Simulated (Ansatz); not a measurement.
A distorted cell of ZnS (zinc blende):

```xyz
2
Lattice="0.0000 2.6946 2.6946 2.6946 0.0000 2.6946 2.6946 2.6946 0.0000" Properties=species:S:1:pos:R:3 pbc="T T T"
S      4.0418     4.0418     4.0418
Zn    -0.1085    -0.1085    -0.1085
```

Computed with r2SCAN (plane waves to 500 eV, PAW, scalar-relativistic; Ansatz, a program for electronic structure). k mesh 9×9×9 (Γ-centred), Fermi-Dirac smearing 0.05 eV. The energy includes the smearing's −TS. Stress and pressure are positive under compression. ZnS was relaxed with its symmetry unable to fall.

Task: Predict the force on every atom, in eV/Å.

Result: 
| atom | Fx | Fy | Fz |
|---|---|---|---|
| S1 | -0.992 | -0.992 | -0.992 |
| Zn2 | 0.992 | 0.992 | 0.992 |

Task: What is the stress tensor (GPa)?

Result: 
```
    1.6      3.9      3.9
    3.9      1.6      3.9
    3.9      3.9      1.6
```
The pressure, a third of the trace, is 1.6 GPa.

Task: In it atom 2 sits (-0.109, -0.109, -0.109) Å away from its relaxed site. What is its energy relative to the relaxed cell?

Result: 140 meV/cell.

(A displaced cell: forces are minus the slopes of the energy, force constants its curvatures, and phonons follow from these.)
